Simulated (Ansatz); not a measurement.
# Is this Sn3PbS4 structure a true minimum?

The structure comes from a generated guess, relaxed at this level; another structure or a mixture of phases may lie lower.

Level of theory: DFT PBE, scalar-relativistic, plane waves, PAW in Ansatz. Cutoff 420 eV; k points 6×6×6 on the computed 8-atom cell (Γ-centred); Gaussian smearing, width 0.10 eV; no spin polarisation.

The cell below (8 atoms, space group Pm-3m (No. 221)) is relaxed within its symmetry.

```
CELL_PARAMETERS angstrom
5.89457 0.00000 0.00000
0.00000 5.89457 0.00000
0.00000 0.00000 5.89457
ATOMIC_POSITIONS crystal
Sn 0.00000 0.50000 0.50000
Sn 0.50000 0.50000 0.00000
Sn 0.50000 0.00000 0.50000
Pb 0.00000 0.00000 0.00000
S 0.50000 0.00000 0.00000
S 0.00000 0.00000 0.50000
S 0.50000 0.50000 0.50000
S 0.00000 0.50000 0.00000
```

For the test it was strained at random (σ = 1.5 % a component), the atoms were moved at random (σ = 0.05 Å), and all was relaxed again on a coarse 4×4×4 mesh (in the run’s order of axes) with 0.20 eV smearing, with no symmetry imposed.

These runs have no spin–orbit coupling, which can matter for Pb.

Task: What happens?

Result: It doesn't return. The energy falls by 41 meV/atom on that mesh, the volume changes by 2.9 %, and the end has space group P1 (No. 1) at a loose tolerance. Relaxed again on a 6×6×6 mesh with 0.02 eV smearing, the new structure lies 30 meV/atom below the first (mesh in the axes of the run's cell; the cell below is made exact in the group named). Space group P1 (No. 1), triclinic, a = 5.954 Å, b = 6.000 Å, c = 6.172 Å, α = 101.8°, β = 102.1°, γ = 90.8°. Sn on its first site is surrounded by 3 S at 2.60–2.72 Å; Sn on its second site has 3 S at 2.61–2.69 Å; Pb is surrounded by 1 S at 2.78 Å and 4 S at 2.96–3.08 Å; S on its first site has 2 Sn at 2.61–2.66 Å and 2 Pb at 2.96–3.08 Å; 4 more sites not described.

```
Sn Pb S
1.0
     5.95373    0.00000    0.00000
    -0.08091    5.99937    0.00000
    -1.29529   -1.27796    5.89735
Sn Pb S
3 1 4
Cartesian
  -0.4833 2.4908 2.8786
  2.4491 -0.1856 2.9441
  2.5008 2.8507 0.0550
  4.2320 4.4804 5.8149
  2.6100 5.4919 0.3622
  5.7450 2.7277 0.3062
  2.7651 2.4669 2.6346
  -0.2134 -0.1592 2.6965
```
